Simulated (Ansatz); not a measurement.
As2O3:
Space group P2₁/c (No. 14); a = 4.4007 Å, b = 12.3957 Å, c = 6.4815 Å, α = 90.00°, β = 126.20°, γ = 90.00°

```csv
atom,site,symmetry,x,y,z
As,4e,1,0.3627,0.3542,0.3597
As,4e,1,0.2233,0.0935,0.2729
O,4e,1,0.1597,0.8624,0.0421
O,4e,1,0.5250,0.0931,0.1714
O,4e,1,0.3756,0.2159,0.4506
```

Relaxed with LDA.

Task: Give the optical modes at the zone centre with their infrared activity from DFPT, plane-wave PAW LDA (Ansatz code).

Result: Transverse frequencies, without the LO–TO term; a row sums one degenerate level.

```
ω (cm⁻¹)  degeneracy  IR ((D/Å)²/amu)     activity
--------  ----------  ---------------  -----------
39                 1             0.00  IR-inactive
49                 1             0.00  IR-inactive
58                 1             0.00  IR-inactive
60                 1             0.35           IR
78                 1             0.01           IR
84                 1             0.00  IR-inactive
91                 1             0.00  IR-inactive
92                 1             0.93           IR
94                 1             0.00  IR-inactive
129                1             0.00  IR-inactive
142                1             0.58           IR
161                1             0.13           IR
167                1             0.00  IR-inactive
172                1             3.30           IR
180                1             0.00  IR-inactive
193                1             0.00  IR-inactive
197                1             1.86           IR
207                1             0.15           IR
213                1             0.00  IR-inactive
230                1             0.00  IR-inactive
233                1             0.00  IR-inactive
235                1            13.84           IR
239                1             0.00  IR-inactive
245                1             1.01           IR
250                1             0.00  IR-inactive
268                1             0.00  IR-inactive
273                1             0.58           IR
302                1             6.59           IR
312                1             0.00  IR-inactive
330                1             0.00  IR-inactive
334                1             0.72           IR
347                1             0.74           IR
348                1             0.00  IR-inactive
438                1            15.22           IR
451                1             0.00  IR-inactive
456                1             0.00  IR-inactive
457                1            42.45           IR
459                1            10.29           IR
462                1             0.00  IR-inactive
485                1             4.32           IR
492                1             0.00  IR-inactive
529                1            63.70           IR
533                1             0.00  IR-inactive
557                1             0.00  IR-inactive
561                1             3.79           IR
601                1             0.03           IR
601                1            99.40           IR
607                1             0.00  IR-inactive
607                1             0.00  IR-inactive
615                1             0.00  IR-inactive
621                1            21.17           IR
720                1            54.83           IR
726                1             0.00  IR-inactive
729                1            33.25           IR
771                1             0.00  IR-inactive
778                1            10.97           IR
828                1             0.00  IR-inactive
```

Task: How high does the top mode go among those that the LO–TO term moves?

Result: 762 cm⁻¹ for q along x, 831 cm⁻¹ for q along y, 801 cm⁻¹ for q along z.

Space group P2_1/c. The workflow started from a Materials Project entry (that database holds measured and hypothetical structures alike); the Crystallography Open Database files this formula in space group No. 14, but the cells were not matched. Its standing as an ambient phase is unchecked. Symmetry was held in the LDA relaxation; phonons on a q-mesh show no instability. The volume lies over 15 % below that of the usual cell of this phase: another minimum, or an error of the functional. A crystal of weakly bound layers computed without a dispersion correction: the cell and the soft elastic constants depend strongly on that.

Potentials: the later of the program's two PAW sets.
